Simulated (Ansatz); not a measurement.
ScPt3: computed properties

All numbers below come from DFT r2SCAN, scalar-relativistic, plane waves, PAW (Ansatz 0.2.0).

Plane waves to 500 eV, a k mesh through Γ of 10×10×10 on the computed 4-atom cell and Gaussian smearing (0.10 eV); no spin polarisation.

The structure is relaxed at this level of theory with its symmetry kept. Whether it is the stable form of this composition wasn't checked.

```
CELL_PARAMETERS angstrom
3.97722 0.00000 0.00000
0.00000 3.97722 0.00000
0.00000 0.00000 3.97722
ATOMIC_POSITIONS crystal
Sc 0.00000 0.00000 0.00000
Pt 0.00000 0.50000 0.50000
Pt 0.50000 0.00000 0.50000
Pt 0.50000 0.50000 0.00000
```

| Property | Result |
| --- | --- |
| Space group | Pm-3m (No. 221) |
| Volume per atom | 15.73 Å³ |
| Generalised Kohn–Sham band gap | none (metal) |
| Density of states at the Fermi level | 3.15 states/eV per cell |
| Löwdin character within 0.5 eV of the Fermi level | Pt 5d 76 %, Sc 3d 9 %, unprojected 5 % |
| Bulk modulus | 219 GPa |
| Its pressure derivative | 5.1 |
| Bader charges (e) | Sc (1 in the cell) 1.71, Pt (3 in the cell) -0.57 |

Spin-orbit coupling is left out, which matters for the bands of heavy elements.

Cost: 9 runs of about 5.5 core-minutes in all, on Arm Neoverse V1 (shared hosts).